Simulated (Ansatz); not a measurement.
TiSi:
Space group Cmmm (No. 65); a = 3.609 Å, b = 4.132 Å, c = 3.789 Å, α = β = γ = 90.00°

| atom | site | symmetry | x | y | z |
|---|---|---|---|---|---|
| Ti | 2b | mmm | 0.0000 | 0.5000 | 0.0000 |
| Si | 2d | mmm | 0.5000 | 0.5000 | 0.5000 |
(The calculation used a cell of 2 atoms; values per cell refer to that cell.)

Relaxed at zero pressure with PBEsol in the plane-wave PAW code Ansatz.

Problem. The volume is lowered by 3 % and shape and atoms relax at that volume. What pressure results, and how do the axes share the change?

Solution. 4.7 GPa; a -0.9 %, b -1.4 %, c -0.7 %; the energy rises by 6 meV/atom.

Problem. Give the new structure.

Solution. 
Space group Cmmm (No. 65); a = 3.577 Å, b = 4.073 Å, c = 3.762 Å, α = 90.00°, β = 90.00°, γ = 90.00°

| atom | site | symmetry | x | y | z |
|---|---|---|---|---|---|
| Ti | 2b | mmm | 0.0000 | 0.5000 | 0.0000 |
| Si | 2d | mmm | 0.5000 | 0.5000 | 0.5000 |

The phase is kept; no other phase was compared at this pressure.

The first step of the workflow began from a Materials Project structure, measured or hypothetical; the Crystallography Open Database copy checked does not list it. COD files the formula under space group No. 25, so this cell is another polymorph or a model. Whether it is the stable phase at ambient conditions was not checked. The PBEsol relaxation kept the symmetry of its start; of distortions, only those at the zone centre were tested. No spin polarisation was allowed.

Potentials: the later of the program's two PAW sets.
